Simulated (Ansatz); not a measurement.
Here is the system:

MoW:
```
MoW
1.0
    1.30000    -5.35296     0.00000
    1.30000     5.35296     0.00000
    0.00000     0.00000     4.67999
W Mo
2 2
Direct
  0.67896   0.32104   0.25000
  0.32104   0.67896   0.75000
  0.93143   0.06857   0.25000
  0.06857   0.93143   0.75000
```

This is the PBE-relaxed structure.

### Question
All from the program Ansatz at the PBE level (PAW), unless another level is named. Give the formation energy from the elements (no fitted shifts).

### Answer
0.41 eV/atom.

### Question
Predict the density of states at the Fermi level.

### Answer
0.92 states/eV per atom (mean over ±0.08 eV).

Space group Cmcm. The start of the workflow was typed in or built on a structure type; neither database checked (COD, Materials Project) lists it. Its standing as an ambient phase is unchecked. Symmetry was held in the PBE relaxation; its stability against distortions is not shown here. No spin polarisation was allowed. Its formation energy is positive at this level, so the cell may be metastable or incomplete. The references are the lowest solids computed at this level, not always the standard phases. Scalar-relativistic: spin–orbit coupling is off unless named, which matters more the heavier the elements.

Potentials: the later of the program's two PAW sets.
